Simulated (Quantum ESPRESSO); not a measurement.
# Band energies of CoPS

```xyz
12
Lattice="5.4016 0.0000 0.0000 0.0000 5.4016 0.0000 0.0000 0.0000 5.4016" Properties=species:S:1:pos:R:3 pbc="T T T"
P      4.7843     0.6174     3.3182
P      3.3182     4.7843     0.6174
P      2.0835     2.0835     2.0835
P      0.6174     3.3182     4.7843
S      0.6201     4.7815     2.0807
S      2.0807     0.6201     4.7815
S      3.3209     3.3209     3.3209
S      4.7815     2.0807     0.6201
Co     2.6875     2.7142     0.0133
Co     0.0133     2.6875     2.7142
Co     5.3883     5.3883     5.3883
Co     2.7142     0.0133     2.6875
```

PBEsol (pw.x of Quantum ESPRESSO, ONCV potentials, without SOC); path ΓXMΓRX,MR; energies in eV from the valence-band maximum.

```
k (1/Å)  point  band 52  band 53  band 54  band 55  band 56  band 57  band 58  band 59
-------  -----  -------  -------  -------  -------  -------  -------  -------  -------
0.00         Γ    -0.86    -0.80    -0.80    -0.80    -0.65     1.19     1.19     1.19
0.29              -0.81    -0.71    -0.70    -0.49    -0.39     1.12     1.27     1.42
0.58         X    -0.64    -0.44    -0.44    -0.42    -0.42     1.37     1.37     2.00
0.78              -0.71    -0.47    -0.47    -0.38    -0.38     1.37     1.37     1.95
1.16         M    -0.72    -0.24    -0.24    -0.19    -0.19     1.72     1.72     1.94
1.37              -0.62    -0.53    -0.39    -0.36     0.00     1.41     1.56     1.71
1.57              -0.67    -0.63    -0.48    -0.46    -0.35     1.18     1.30     1.77
1.99         Γ    -0.86    -0.80    -0.80    -0.80    -0.65     1.19     1.19     1.19
2.15              -0.84    -0.75    -0.74    -0.74    -0.57     1.15     1.16     1.30
2.32              -0.73    -0.66    -0.54    -0.54    -0.40     1.18     1.22     1.59
2.66              -0.74    -0.68    -0.41    -0.40    -0.37     1.28     1.64     1.91
2.83              -0.86    -0.81    -0.67    -0.60    -0.55     1.20     1.30     1.51
2.99         R    -0.96    -0.85    -0.85    -0.85    -0.85     1.21     1.21     1.21
3.32              -0.87    -0.61    -0.61    -0.30    -0.30     1.42     1.42     1.90
3.49              -0.79    -0.55    -0.55    -0.28    -0.28     1.43     1.43     2.03
3.65              -0.65    -0.52    -0.52    -0.38    -0.38     1.37     1.37     2.01
3.82         X    -0.64    -0.44    -0.44    -0.42    -0.42     1.37     1.37     2.00
3.82         M    -0.72    -0.24    -0.24    -0.19    -0.19     1.72     1.72     1.94
3.96              -0.75    -0.29    -0.29    -0.27    -0.27     1.70     1.70     1.76
4.11              -0.82    -0.48    -0.48    -0.45    -0.45     1.50     1.50     1.61
4.40         R    -0.96    -0.85    -0.85    -0.85    -0.85     1.21     1.21     1.21
```

The PBEsol gap is indirect, 1.12 eV, from 25 % of the way from M to Γ to 50 % of the way from Γ to X; the smallest direct gap is 1.39 eV. Another conduction extremum on the path lies within 0.02 eV, too close to call.

The 3d shell has no Hubbard U; the runs are without spin polarisation, and magnetic order was not tried.

Geometry of the Materials Project entry, not relaxed at this level.

The structure is a Materials Project entry; no match was found in the copy of COD used, and its stability was not checked.
